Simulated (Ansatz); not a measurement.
Task: Write an Ansatz input for a single-point calculation of BiAu with PBEsol (scalar-relativistic), a cutoff of 420 eV (density cutoff 4 times that), a Γ-centred 10×10×10 mesh and Gaussian smearing of 0.05 eV, without spin polarisation. Forces, stress and eigenvalues are wanted. The structure:
```
CELL_PARAMETERS angstrom
0.0000000000 2.8451029066 2.8451029066
2.8451029066 0.0000000000 2.8451029066
2.8451029066 2.8451029066 0.0000000000
ATOMIC_POSITIONS crystal
Au 0.5000000000 0.5000000000 0.5000000000
Bi 0.0000000000 0.0000000000 0.0000000000
```

Result: 
```yaml
crystal:
  lattice:
    - [0.0, 2.8451029066, 2.8451029066]
    - [2.8451029066, 0.0, 2.8451029066]
    - [2.8451029066, 2.8451029066, 0.0]
  atoms:
    - { symbol: Au, position: [0.5, 0.5, 0.5] }
    - { symbol: Bi, position: [0.0, 0.0, 0.0] }
basis:
  ecutwfc: 420
  ecutrho_ratio: 4
kpoints:
  mp_grid: { grid: [10, 10, 10] }
hamiltonian:
  xc: pbesol
scf:
  occupations: { method: gaussian, width: 0.05 }
output:
  forces: true
  stress: true
  eigenvalues: true
```

Run as written, it has 34 valence electrons, 893 plane waves at Γ, 48 symmetry operations and 47 irreducible k-points; it took 6 SCF iterations in all. 

This is a trial structure made by placing the elements on a prototype's sites, so it needn't be the stable form.
